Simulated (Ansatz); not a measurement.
Two states of AlFe

```yaml
crystal:
  lattice:
    - [2.94354, 0.00000, 2.94354]
    - [0.00000, 2.94354, 0.00000]
    - [2.94354, 0.00000, -2.94354]
  atoms:
    - { symbol: Fe, position: [0.00000, 0.50000, 0.50000] }
    - { symbol: Fe, position: [0.50000, 0.50000, 0.00000] }
    - { symbol: Al, position: [0.00000, 0.00000, 0.00000] }
    - { symbol: Al, position: [0.50000, 0.00000, 0.50000] }
```

Single point in Ansatz 0.2.0 with r2SCAN. Cutoff 500 eV, PAW datasets, 6×8×6 Γ-centred k mesh, fermi-dirac filling (width 0.0155 eV).

State A: no moments (no spin polarisation). State B: Fe1 up, Fe2 down (collinear spin).

Question: Compare the two self-consistent states.

Answer: State B is lower by 176.9 meV an atom at zero smearing; in free energy at this smearing B lies -176.2 meV an atom from A.

```
state  free energy (meV/atom)  largest moment in a small sphere (μB)  net moment (μB/cell)  gap on mesh (eV)  pressure (GPa)  largest force (eV/Å)
    A                   176.2                                   0.00                  0.00             metal           -16.5                  0.00
    B                     0.0                                   2.26                  0.00             metal            -2.8                  0.00
```

Origin: a database entry at a rescaled volume. Caveats: atoms or cell far from equilibrium.
